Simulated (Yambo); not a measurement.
Ba2MoZnO6 (space group Fm-3m, No. 225): one transition space (4×4×4 mesh, 17 valence and 6 conduction bands, Tamm-Dancoff) with different kernels in Yambo, on PBEsol orbitals; field along x. BSE alone uses the static screening with 94 bands and a 3 Ry block; its scissor and those of RPA and TDDFT come from G0W0, that of the TDHF-type run from bare exchange.

```
kernel                                                    scissor (eV)  direct gap with it (eV)  lowest state (eV)              rough cost
--------------------------------------------------------  ------------  -----------------------  -----------------  ----------------------
BSE (screened electron-hole attraction)                           1.32                     3.51        2.75 (dark)  1 (with the screening)
RPA (no attraction)                                               1.32                     3.51        3.51 (dark)               about 1/2
TDHF-type (unscreened attraction, exchange-only scissor)         10.29                    12.48        6.69 (dark)  within a factor of two
```

Costs are rough.

RPA leaves the lowest state at the direct gap: no bound exciton. These are vertical excitations (zero momentum). Spin singlets only. Strong means a line over 3 % of the spectrum's maximum, dark under 0.03 %. Absolute energies carry the error of the G0W0 scissor, whose convergence isn't established. Convergence of the binding with the mesh was not shown.

Spin-orbit coupling is not included.

Geometry of the Materials Project entry, not relaxed at this level; primitive cell a = 5.827 Å, b = 5.827 Å, c = 5.827 Å, α = 60.00°, β = 60.00°, γ = 60.00°.

The structure is a Materials Project entry; no match was found in the copy of COD used, and its stability was not checked.

With a shallow 3d shell G0W0 needs far more bands and larger blocks than here, so the scissor is uncertain by tenths of an eV or more.
